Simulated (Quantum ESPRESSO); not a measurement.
# ScTa3HfAg2Al: finding a planted mistake in a log

A calculation, not a measurement. The program is pw.x of Quantum ESPRESSO 7.5 (plane-wave density functional theory). The cell is made up: eight metal atoms on a hexagonal close-packed lattice, with elements, volume, strain and displacements drawn at random and not relaxed, so it may be unstable or far from any real phase. PseudoDojo standard norm-conserving files set the functional (PBE unless stated); there is no spin polarisation or spin-orbit coupling, the Fermi-Dirac width of 0.25 eV means electrons at about 2900 K, and the masses in the input are unused placeholders. Heavy elements are run without spin-orbit coupling, which real alloys of them have. A spin test at this wide smearing found no moment, but such smearing suppresses magnetism that the real alloy may have.

Intended input:

```
&control calculation='scf', pseudo_dir='./dojo.nc.sr.pbe.v0_5.standard.upf', outdir='./o', disk_io='minimal', tprnfor=.true., tstress=.true. /
&system ibrav=0, nat=8, ntyp=5, nbnd=68, ecutwfc=82.02448710, nosym=.true., tot_charge=0,
 occupations='smearing', smearing='fd', degauss=0.0183746611
/
&electrons conv_thr=1.470e-08, electron_maxstep=70, mixing_beta=0.5 /
ATOMIC_SPECIES
Ag 1.0 Ag.upf
Al 1.0 Al.upf
Hf 1.0 Hf.upf
Sc 1.0 Sc.upf
Ta 1.0 Ta.upf
CELL_PARAMETERS angstrom
3.1473 -0.0692 5.0157
3.0156 0.0939 -4.936
-3.0601 5.2851 -0.1254
ATOMIC_POSITIONS angstrom
Sc 0.0056 0.0665 0.1962
Ta -1.5441 2.7598 -0.1199
Hf 2.9576 1.8012 -2.5767
Ag 1.4681 4.377 -2.5795
Ag 3.183 -0.0636 0.0293
Al 1.5258 2.6633 -0.0688
Ta 3.1393 1.8472 2.4804
Ta 1.7342 4.4611 2.4685
K_POINTS automatic
5 5 5 1 1 1
```

The log is shortened where brackets say so; the opening notice, blank lines, dates and the lines on written files are dropped, and the path of the files is cut. It prints rydbergs, bohrs and kilobars, and counts compression as positive stress. Its total energy is the free energy E - TS of the whole cell.

Log of the intended run:

```
     Program PWSCF v.7.5
     Parallel version (MPI & OpenMP), running on       4 processor cores
     Number of MPI processes:                 4
     Threads/MPI process:                     1
     [start-up lines left out]
     bravais-lattice index     =            0
     lattice parameter (alat)  =      11.1906  a.u.
     unit-cell volume          =    1095.7685 (a.u.)^3
     number of atoms/cell      =            8
     number of atomic types    =            5
     number of electrons       =       103.00
     number of Kohn-Sham states=           68
     kinetic-energy cutoff     =      82.0245  Ry
     charge density cutoff     =     328.0979  Ry
     scf convergence threshold =      1.5E-08
     mixing beta               =       0.5000
     number of iterations used =            8  plain     mixing
     Exchange-correlation= PBE
                           (   1   4   3   4   0   0   0)
     [axes and pseudopotential details left out]
   Cartesian axes
     site n.     atom                  positions (alat units)
         1        Sc     tau(   1) = (   0.0009457   0.0112297   0.0331319  )
         2        Ta     tau(   2) = (  -0.2607491   0.4660419  -0.0202473  )
         3        Hf     tau(   3) = (   0.4994440   0.3041651  -0.4351222  )
         4        Ag     tau(   4) = (   0.2479151   0.7391353  -0.4355950  )
         5        Ag     tau(   5) = (   0.5375069  -0.0107400   0.0049478  )
         6        Al     tau(   6) = (   0.2576588   0.4497462  -0.0116181  )
         7        Ta     tau(   7) = (   0.5301274   0.3119330   0.4188602  )
         8        Ta     tau(   8) = (   0.2928509   0.7533371   0.4168507  )
     number of k points=    63  Fermi-Dirac smearing, width (Ry)=  0.0184
                       cart. coord. in units 2pi/alat
        k(    1) = (   0.1912677   0.2228184   0.0011206), wk =   0.0320000
        k(    2) = (   0.1903239   0.4464527   0.0047983), wk =   0.0320000
     [further k points left out]
     Dense  grid:   110007 G-vectors     FFT dimensions: (  72,  64,  72)
     Estimated max dynamical RAM per process >     441.92 MB
     Estimated total dynamical RAM >       1.65 GB
     Initial potential from superposition of free atoms
     starting charge     102.9894, renormalised to     103.0000
     Starting wfcs are   74 randomized atomic wfcs
     total cpu time spent up to now is       10.0 secs
     per-process dynamical memory:   347.5 Mb
     Self-consistent Calculation
     iteration #  1     ecut=    82.02 Ry     beta= 0.50
     Davidson diagonalization with overlap
     ethr =  1.00E-02,  avg # of iterations =  2.5
     total cpu time spent up to now is       33.3 secs
     total energy              =   -1223.91621513 Ry
     estimated scf accuracy    <       1.74413714 Ry
     iteration #  2     ecut=    82.02 Ry     beta= 0.50
     Davidson diagonalization with overlap
     ethr =  1.69E-03,  avg # of iterations =  3.1
     total cpu time spent up to now is       58.7 secs
     total energy              =   -1224.56398939 Ry
     estimated scf accuracy    <       2.73308410 Ry
     [iterations 3 to 15 left out]
     iteration # 16     ecut=    82.02 Ry     beta= 0.50
     Davidson diagonalization with overlap
     ethr =  1.66E-11,  avg # of iterations =  2.0
     total cpu time spent up to now is      375.7 secs
     total energy              =   -1224.85245936 Ry
     estimated scf accuracy    <       0.00000002 Ry
     iteration # 17     ecut=    82.02 Ry     beta= 0.50
     Davidson diagonalization with overlap
     ethr =  1.66E-11,  avg # of iterations =  1.5
     total cpu time spent up to now is      395.1 secs
     End of self-consistent calculation
     [lines on levels left out]
!    total energy              =   -1224.85245936 Ry
     estimated scf accuracy    <          1.9E-09 Ry
     smearing contrib. (-TS)   =      -0.12180318 Ry
     internal energy E=F+TS    =   -1224.73065619 Ry
     The total energy is F=E-TS. E is the sum of the following terms:
     one-electron contribution =    -509.25205044 Ry
     hartree contribution      =     292.16999808 Ry
     xc contribution           =    -227.77839633 Ry
     ewald contribution        =    -779.87020749 Ry
     convergence has been achieved in  17 iterations
     Forces acting on atoms (cartesian axes, Ry/au):
     atom    1 type  4   force =     0.00969903   -0.01088420   -0.08386638
     atom    2 type  5   force =     0.00987227   -0.02328204   -0.02180797
     atom    3 type  3   force =     0.03640718    0.05717031    0.07491411
     atom    4 type  1   force =     0.02851362    0.02848267    0.01103894
     atom    5 type  1   force =    -0.00589201    0.01435727    0.01114711
     atom    6 type  2   force =     0.00115905   -0.00049195    0.00919242
     atom    7 type  5   force =    -0.02804018   -0.00736861   -0.01812301
     atom    8 type  5   force =    -0.05171896   -0.05798345    0.01750478
     Total force =     0.168157     Total SCF correction =     0.000114
     Computing stress (Cartesian axis) and pressure
          total   stress  (Ry/bohr**3)                   (kbar)     P=      -61.39
  -0.00049998   0.00008439  -0.00001289          -73.55       12.41       -1.90
   0.00008439  -0.00032434   0.00020631           12.41      -47.71       30.35
  -0.00001289   0.00020631  -0.00042773           -1.90       30.35      -62.92
     init_run     :      9.50s CPU      9.83s WALL (       1 calls)
     electrons    :    384.09s CPU    385.10s WALL (       1 calls)
     forces       :      3.61s CPU      3.64s WALL (       1 calls)
     stress       :     12.86s CPU     13.09s WALL (       1 calls)
     [timing details left out]
     PWSCF        :   6m50.24s CPU   6m51.87s WALL
     JOB DONE.
```

A second run was made from an input with one planted mistake. Its log:

```
     Program PWSCF v.7.5
     Parallel version (MPI & OpenMP), running on       4 processor cores
     Number of MPI processes:                 4
     Threads/MPI process:                     1
     [start-up lines left out]
     bravais-lattice index     =            0
     lattice parameter (alat)  =      11.1906  a.u.
     unit-cell volume          =    1095.7685 (a.u.)^3
     number of atoms/cell      =            8
     number of atomic types    =            5
     number of electrons       =       103.00
     number of Kohn-Sham states=           68
     kinetic-energy cutoff     =      82.0245  Ry
     charge density cutoff     =     328.0979  Ry
     scf convergence threshold =      1.5E-08
     mixing beta               =       0.5000
     number of iterations used =            8  plain     mixing
     Exchange-correlation= PBE
                           (   1   4   3   4   0   0   0)
     [axes and pseudopotential details left out]
   Cartesian axes
     site n.     atom                  positions (alat units)
         1        Sc     tau(   1) = (   0.0009457   0.0112297   0.0331319  )
         2        Ta     tau(   2) = (  -0.2607491   0.4660419  -0.0202473  )
         3        Hf     tau(   3) = (   0.4994440   0.3041651  -0.4351222  )
         4        Ag     tau(   4) = (   0.2479151   0.7391353  -0.4355950  )
         5        Ag     tau(   5) = (   0.5375069  -0.0107400   0.0049478  )
         6        Al     tau(   6) = (   0.2576588   0.4497462  -0.0116181  )
         7        Ta     tau(   7) = (   0.5301274   0.3119330   0.4188602  )
         8        Ta     tau(   8) = (   0.2590773   0.7533371   0.4168507  )
     number of k points=    63  Fermi-Dirac smearing, width (Ry)=  0.0184
                       cart. coord. in units 2pi/alat
        k(    1) = (   0.1912677   0.2228184   0.0011206), wk =   0.0320000
        k(    2) = (   0.1903239   0.4464527   0.0047983), wk =   0.0320000
     [further k points left out]
     Dense  grid:   110007 G-vectors     FFT dimensions: (  72,  64,  72)
     Estimated max dynamical RAM per process >     441.92 MB
     Estimated total dynamical RAM >       1.65 GB
     Initial potential from superposition of free atoms
     starting charge     102.9894, renormalised to     103.0000
     Starting wfcs are   74 randomized atomic wfcs
     total cpu time spent up to now is       10.2 secs
     per-process dynamical memory:   347.5 Mb
     Self-consistent Calculation
     iteration #  1     ecut=    82.02 Ry     beta= 0.50
     Davidson diagonalization with overlap
     ethr =  1.00E-02,  avg # of iterations =  2.4
     total cpu time spent up to now is       33.6 secs
     total energy              =   -1223.95864313 Ry
     estimated scf accuracy    <       1.68474866 Ry
     iteration #  2     ecut=    82.02 Ry     beta= 0.50
     Davidson diagonalization with overlap
     ethr =  1.64E-03,  avg # of iterations =  3.2
     total cpu time spent up to now is       59.2 secs
     total energy              =   -1224.59260331 Ry
     estimated scf accuracy    <       2.60326363 Ry
     [iterations 3 to 15 left out]
     iteration # 16     ecut=    82.02 Ry     beta= 0.50
     Davidson diagonalization with overlap
     ethr =  1.61E-11,  avg # of iterations =  2.0
     total cpu time spent up to now is      368.0 secs
     total energy              =   -1224.86425435 Ry
     estimated scf accuracy    <       0.00000002 Ry
     iteration # 17     ecut=    82.02 Ry     beta= 0.50
     Davidson diagonalization with overlap
     ethr =  1.61E-11,  avg # of iterations =  1.6
     total cpu time spent up to now is      387.0 secs
     End of self-consistent calculation
     [lines on levels left out]
!    total energy              =   -1224.86425435 Ry
     estimated scf accuracy    <          2.2E-09 Ry
     smearing contrib. (-TS)   =      -0.12054727 Ry
     internal energy E=F+TS    =   -1224.74370708 Ry
     The total energy is F=E-TS. E is the sum of the following terms:
     one-electron contribution =    -506.00082443 Ry
     hartree contribution      =     290.52930029 Ry
     xc contribution           =    -227.74596842 Ry
     ewald contribution        =    -781.52621452 Ry
     convergence has been achieved in  17 iterations
     Forces acting on atoms (cartesian axes, Ry/au):
     atom    1 type  4   force =     0.00328080   -0.01420454   -0.07267473
     atom    2 type  5   force =     0.01303645   -0.02250839   -0.02148697
     atom    3 type  3   force =     0.02939348    0.04432698    0.07467425
     atom    4 type  1   force =     0.01072300    0.02885732    0.01152433
     atom    5 type  1   force =    -0.01149943    0.01378226    0.00393149
     atom    6 type  2   force =    -0.00020786   -0.00101656    0.00909152
     atom    7 type  5   force =    -0.03319300   -0.00224062   -0.01602474
     atom    8 type  5   force =    -0.01153342   -0.04699645    0.01096485
     Total force =     0.142706     Total SCF correction =     0.000110
     Computing stress (Cartesian axis) and pressure
          total   stress  (Ry/bohr**3)                   (kbar)     P=      -68.41
  -0.00055274   0.00005233  -0.00000775          -81.31        7.70       -1.14
   0.00005233  -0.00038214   0.00022075            7.70      -56.22       32.47
  -0.00000775   0.00022075  -0.00046028           -1.14       32.47      -67.71
     init_run     :      9.57s CPU     10.02s WALL (       1 calls)
     electrons    :    375.59s CPU    376.86s WALL (       1 calls)
     forces       :      3.60s CPU      3.63s WALL (       1 calls)
     stress       :     12.73s CPU     13.00s WALL (       1 calls)
     [timing details left out]
     PWSCF        :   6m41.65s CPU   6m43.69s WALL
     JOB DONE.
```

Question: the log repeats what the program read. Compare it with the intended run: what was wrong in the second input?

Answer: one coordinate of one atom is wrong. The input lines that differ:

```
- Ta 1.7342 4.4611 2.4685
+ Ta 1.5342 4.4611 2.4685
```

```
                                            intended run  run with the mistake
                          free energy (eV)    -16664.967            -16665.127
         entropy term -TS, part of it (eV)        -1.657                -1.640
                            pressure (GPa)         -6.14                 -6.84
size of the largest force component (eV/Å)         2.156                 1.920
largest change of a force component (eV/Å)                               1.033
                                iterations            17                    17
```

For scale, a rerun of the intended cell at a higher cutoff and on a denser mesh moved values by no more than 0.003 eV in energy, 0.04 GPa in stress and 0.003 eV/Å in force, and a second program with other atomic files agreed on that cell to 2 % rms in force and 0.5 GPa in pressure.